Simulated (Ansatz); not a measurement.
# Optical constants of SbP

These are results of DFT PBE, scalar-relativistic, plane waves, PAW in Ansatz 0.2.0, not measurements. Cutoff 420 eV, 14×14×8 k-points (Γ-centred), Fermi-Dirac smearing of 0.15 eV. No spin polarisation.

Equilibrium structure at this level:
```xyz
2
Lattice="2.9069 0.0000 0.0000 0.0000 2.9069 0.0000 0.0000 0.0000 5.5398" Properties=species:S:1:pos:R:3 pbc="T T T"
Sb    0.0000    0.0000    0.0000
P     0.0000    0.0000    2.7699
```

The cell was built by swapping an element in a database structure (itself possibly hypothetical) and relaxing; it need not be the stable form of this composition. In a metal these results depend on the k mesh and the smearing. Spin–orbit coupling is left out, which matters for heavy elements.

Independent-particle response (no local fields, no excitons) on a 24×24×12 mesh, broadened by 0.1 eV; the Drude term is undamped and its weight carries the smearing above, which sets much of it in a semimetal. The run couldn't bound its error over part or most of this range, so small peaks and near ties are unsure. Light polarised along z. ε₁ lacks the small share of bands above those solved.

(1) Tabulate n, κ, the reflectivity and the absorption coefficient against photon energy.

(2) Where is the highest local maximum of ε₂ between 0.3 and 12 eV?

Answers

(1)
```
E (eV) n      κ     R  α (10⁵ cm⁻¹)
   0.1  0.30  92.14  1.00          9.34
   0.5  4.21  18.50  0.95          9.38
   0.9  2.17  11.22  0.94         10.23
   1.3  3.53   7.45  0.81          9.82
   1.7  2.30   8.06  0.88         13.88
   2.1  1.05   6.45  0.91         13.72
   2.5  0.66   5.29  0.91         13.41
   2.9  0.45   4.43  0.92         13.01
   3.3  0.33   3.74  0.92         12.49
   3.7  0.26   3.15  0.91         11.81
   4.1  0.22   2.60  0.89         10.82
   4.5  0.26   1.99  0.81          9.07
   4.9  0.72   1.25  0.36          6.22
   5.3  1.66   1.27  0.24          6.81
   5.7  2.21   2.04  0.39         11.77
   6.1  1.52   2.55  0.53         15.76
   6.5  1.21   2.48  0.56         16.37
   6.9  0.90   2.38  0.61         16.63
   7.3  0.70   2.36  0.67         17.45
   7.7  0.58   2.10  0.67         16.38
   8.1  0.49   1.91  0.67         15.65
   8.5  0.48   1.79  0.65         15.44
   8.9  0.44   1.73  0.65         15.61
   9.3  0.38   1.62  0.67         15.30
   9.7  0.35   1.50  0.66         14.79
  10.1  0.35   1.41  0.63         14.43
  10.5  0.39   1.38  0.60         14.66
  10.9  0.29   1.41  0.68         15.53
  11.3  0.19   1.21  0.74         13.85
  11.7  0.22   1.08  0.67         12.79
```

(2) At 0.4 eV, where ε₂ = 182.5.